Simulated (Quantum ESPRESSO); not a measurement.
# Pd5AgNb2: input and log of a self-consistent run

A calculation, not a measurement. The program is pw.x of Quantum ESPRESSO 7.5 (plane-wave density functional theory). The cell is made up: eight metal atoms on a face-centred cubic lattice, with elements, volume, strain and displacements drawn at random and not relaxed, so it may be unstable or far from any real phase. PseudoDojo standard norm-conserving files set the functional (PBE unless stated); there is no spin polarisation or spin-orbit coupling, the Fermi-Dirac width of 0.25 eV means electrons at about 2900 K, and the masses in the input are unused placeholders. A spin test at this wide smearing found no moment, but such smearing suppresses magnetism that the real alloy may have.

Input:

```
&control calculation='scf', pseudo_dir='./dojo.nc.sr.pbe.v0_5.standard.upf', outdir='./o', disk_io='minimal', tprnfor=.true., tstress=.true. /
&system ibrav=0, nat=8, ntyp=3, nbnd=85, ecutwfc=82.02448710, nosym=.true., tot_charge=0,
 occupations='smearing', smearing='fd', degauss=0.0183746611
/
&electrons conv_thr=1.470e-08, electron_maxstep=70, mixing_beta=0.5 /
ATOMIC_SPECIES
Ag 1.0 Ag.upf
Nb 1.0 Nb.upf
Pd 1.0 Pd.upf
CELL_PARAMETERS angstrom
0.0062 -1.9685 -1.9762
-0.0251 3.8863 -3.9016
7.769 -0.0376 0.0126
ATOMIC_POSITIONS angstrom
Pd 0.1236 0.0326 -0.0033
Pd 3.8339 -0.1131 0.0042
Pd -0.0265 1.787 -2.0972
Pd 3.8291 2.0255 -2.0728
Ag 1.9314 0.0858 -2.0444
Nb 5.8692 0.0403 -1.8737
Nb 1.7933 1.91 -3.9401
Pd 5.846 1.7924 -3.9334
K_POINTS automatic
8 4 3 1 1 1
```

The log is shortened where brackets say so; the opening notice, blank lines, dates and the lines on written files are dropped, and the path of the files is cut. It prints rydbergs, bohrs and kilobars, and counts compression as positive stress. Its total energy is the free energy E - TS of the whole cell.

```
     Program PWSCF v.7.5
     Parallel version (MPI & OpenMP), running on       4 processor cores
     Number of MPI processes:                 4
     Threads/MPI process:                     1
     [start-up lines left out]
     bravais-lattice index     =            0
     lattice parameter (alat)  =       5.2711  a.u.
     unit-cell volume          =     805.2916 (a.u.)^3
     number of atoms/cell      =            8
     number of atomic types    =            3
     number of electrons       =       135.00
     number of Kohn-Sham states=           85
     kinetic-energy cutoff     =      82.0245  Ry
     charge density cutoff     =     328.0979  Ry
     scf convergence threshold =      1.5E-08
     mixing beta               =       0.5000
     number of iterations used =            8  plain     mixing
     Exchange-correlation= PBE
                           (   1   4   3   4   0   0   0)
     [axes and pseudopotential details left out]
   Cartesian axes
     site n.     atom                  positions (alat units)
         1        Pd     tau(   1) = (   0.0443116   0.0116874  -0.0011831  )
         2        Pd     tau(   2) = (   1.3744847  -0.0405473   0.0015057  )
         3        Pd     tau(   3) = (  -0.0095005   0.6406542  -0.7518634  )
         4        Pd     tau(   4) = (   1.3727638   0.7261584  -0.7431158  )
         5        Ag     tau(   5) = (   0.6924228   0.0307600  -0.7329342  )
         6        Nb     tau(   6) = (   2.1041564   0.0144479  -0.6717369  )
         7        Nb     tau(   7) = (   0.6429128   0.6847507  -1.4125582  )
         8        Pd     tau(   8) = (   2.0958391   0.6425901  -1.4101562  )
     number of k points=    48  Fermi-Dirac smearing, width (Ry)=  0.0184
                       cart. coord. in units 2pi/alat
        k(    1) = (   0.0599874   0.0008647  -0.0888897), wk =   0.0416667
        k(    2) = (  -0.1793749  -0.0002852  -0.0884952), wk =   0.0416667
     [further k points left out]
     Dense  grid:    80765 G-vectors     FFT dimensions: (  32,  60,  90)
     Estimated max dynamical RAM per process >     301.18 MB
     Estimated total dynamical RAM >       1.12 GB
     Initial potential from superposition of free atoms
     starting charge     134.9940, renormalised to     135.0000
     Starting wfcs are   75 randomized atomic wfcs +   10 random wfcs
     total cpu time spent up to now is        5.1 secs
     per-process dynamical memory:   239.2 Mb
     Self-consistent Calculation
     iteration #  1     ecut=    82.02 Ry     beta= 0.50
     Davidson diagonalization with overlap
     ethr =  1.00E-02,  avg # of iterations =  4.7
     total cpu time spent up to now is       20.2 secs
     total energy              =   -1910.74754365 Ry
     estimated scf accuracy    <       6.27853811 Ry
     iteration #  2     ecut=    82.02 Ry     beta= 0.50
     Davidson diagonalization with overlap
     ethr =  4.65E-03,  avg # of iterations =  2.8
     total cpu time spent up to now is       34.2 secs
     total energy              =   -1912.40239209 Ry
     estimated scf accuracy    <      21.09549001 Ry
     iteration #  3     ecut=    82.02 Ry     beta= 0.50
     Davidson diagonalization with overlap
     ethr =  4.65E-03,  avg # of iterations =  2.6
     total cpu time spent up to now is       46.5 secs
     total energy              =   -1913.76707733 Ry
     estimated scf accuracy    <       4.03405117 Ry
     iteration #  4     ecut=    82.02 Ry     beta= 0.50
     Davidson diagonalization with overlap
     ethr =  2.99E-03,  avg # of iterations =  1.9
     total cpu time spent up to now is       57.6 secs
     total energy              =   -1913.95982968 Ry
     estimated scf accuracy    <       2.16055113 Ry
     iteration #  5     ecut=    82.02 Ry     beta= 0.50
     Davidson diagonalization with overlap
     ethr =  1.60E-03,  avg # of iterations =  1.6
     total cpu time spent up to now is       68.0 secs
     total energy              =   -1914.11012042 Ry
     estimated scf accuracy    <       0.26315962 Ry
     [iterations 6 to 14 left out]
     iteration # 15     ecut=    82.02 Ry     beta= 0.50
     Davidson diagonalization with overlap
     ethr =  1.33E-09,  avg # of iterations =  2.0
     total cpu time spent up to now is      176.4 secs
     total energy              =   -1914.14421325 Ry
     estimated scf accuracy    <       0.00000269 Ry
     iteration # 16     ecut=    82.02 Ry     beta= 0.50
     Davidson diagonalization with overlap
     ethr =  1.33E-09,  avg # of iterations =  1.0
     total cpu time spent up to now is      186.0 secs
     total energy              =   -1914.14421342 Ry
     estimated scf accuracy    <       0.00000033 Ry
     iteration # 17     ecut=    82.02 Ry     beta= 0.50
     Davidson diagonalization with overlap
     ethr =  2.43E-10,  avg # of iterations =  1.4
     total cpu time spent up to now is      196.0 secs
     total energy              =   -1914.14421345 Ry
     estimated scf accuracy    <       0.00000003 Ry
     iteration # 18     ecut=    82.02 Ry     beta= 0.50
     Davidson diagonalization with overlap
     ethr =  2.42E-11,  avg # of iterations =  2.0
     total cpu time spent up to now is      206.7 secs
     total energy              =   -1914.14421345 Ry
     estimated scf accuracy    <       0.00000007 Ry
     iteration # 19     ecut=    82.02 Ry     beta= 0.50
     Davidson diagonalization with overlap
     ethr =  2.42E-11,  avg # of iterations =  1.9
     total cpu time spent up to now is      217.0 secs
     End of self-consistent calculation
     [lines on levels left out]
!    total energy              =   -1914.14421345 Ry
     estimated scf accuracy    <       0.00000001 Ry
     smearing contrib. (-TS)   =      -0.08999248 Ry
     internal energy E=F+TS    =   -1914.05422097 Ry
     The total energy is F=E-TS. E is the sum of the following terms:
     one-electron contribution =    -557.11270680 Ry
     hartree contribution      =     372.75907881 Ry
     xc contribution           =    -310.76854655 Ry
     ewald contribution        =   -1418.93204642 Ry
     convergence has been achieved in  19 iterations
     Forces acting on atoms (cartesian axes, Ry/au):
     atom    1 type  3   force =    -0.05697997   -0.00150823   -0.00648723
     atom    2 type  3   force =     0.01542742    0.04769979   -0.04057437
     atom    3 type  3   force =    -0.00899728    0.04345461    0.02218636
     atom    4 type  3   force =     0.01525262   -0.04844603    0.04777090
     atom    5 type  1   force =     0.03974938   -0.04585233    0.02110481
     atom    6 type  2   force =    -0.05736369   -0.03083440   -0.00391742
     atom    7 type  2   force =     0.05641150    0.01143104   -0.01501225
     atom    8 type  3   force =    -0.00349999    0.02405555   -0.02507079
     Total force =     0.167081     Total SCF correction =     0.000911
     Computing stress (Cartesian axis) and pressure
          total   stress  (Ry/bohr**3)                   (kbar)     P=      196.09
   0.00133607   0.00007690   0.00000777          196.54       11.31        1.14
   0.00007690   0.00133582  -0.00020009           11.31      196.51      -29.43
   0.00000777  -0.00020009   0.00132717            1.14      -29.43      195.23
     init_run     :      4.87s CPU      5.08s WALL (       1 calls)
     electrons    :    205.15s CPU    211.84s WALL (       1 calls)
     forces       :      1.42s CPU      1.42s WALL (       1 calls)
     stress       :      4.77s CPU      4.77s WALL (       1 calls)
     [timing details left out]
     PWSCF        :   3m36.27s CPU   3m43.24s WALL
     JOB DONE.
```

In other units: free energy -26043.259 eV for the cell, pressure 19.61 GPa, largest force component 1.475 eV/Å in size. The run took 225 s of wall time with four MPI processes on a shared machine (Intel Xeon, 2023 or later, virtual cores), so the time is rough. A rerun of this cell at a higher cutoff and on a denser mesh moved values by no more than 0.009 eV in energy, 0.08 GPa in stress and 0.011 eV/Å in force, and a second program with other atomic files agreed on that cell to 2 % rms in force and 0.5 GPa in pressure.